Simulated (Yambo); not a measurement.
A BSE run in Yambo for Cs₂CaH₄ (space group I4/mmm, No. 139) (PBEsol bands; 6×6×6 mesh, 4 valence and 9 conduction bands, static screening with 76 bands and a 3 Ry block, scissor 2.33 eV, Tamm-Dancoff; field along x) gives:

```csv
state,energy (eV),states within 2 meV,relative strength,class
1,4.49,2,0.86,strong
2,4.74,1,< 0.01,dark
3,4.74,1,< 0.01,dark
4,4.77,2,< 0.01,dark
5,4.77,2,< 0.01,dark
```

Axes are Cartesian, with cell vectors (Å) (-2.30, 2.30, 7.75), (2.30, -2.30, 7.75), (2.30, 2.30, -7.75).

Task: What changes when the light is polarised along z instead?

Result: The energies stay; the strengths change. The first strong state is now at 4.74 eV instead of 4.49 eV.
```csv
state,energy (eV),states within 2 meV,relative strength,class
1,4.49,2,< 0.01,dark
2,4.74,1,0.44,strong
3,4.74,1,< 0.01,dark
4,4.77,2,< 0.01,dark
5,4.77,2,< 0.01,dark
```
Each run's strengths are scaled to its own strongest state. These are vertical excitations (zero momentum). The scissor comes from a G0W0 run whose convergence isn't established.

Geometry of the Materials Project entry, not relaxed at this level; primitive cell a = b = c = 8.409 Å, α = β = 148.23°, γ = 45.54°.

The structure is a Materials Project entry; no match was found in the copy of COD used, and its stability was not checked.
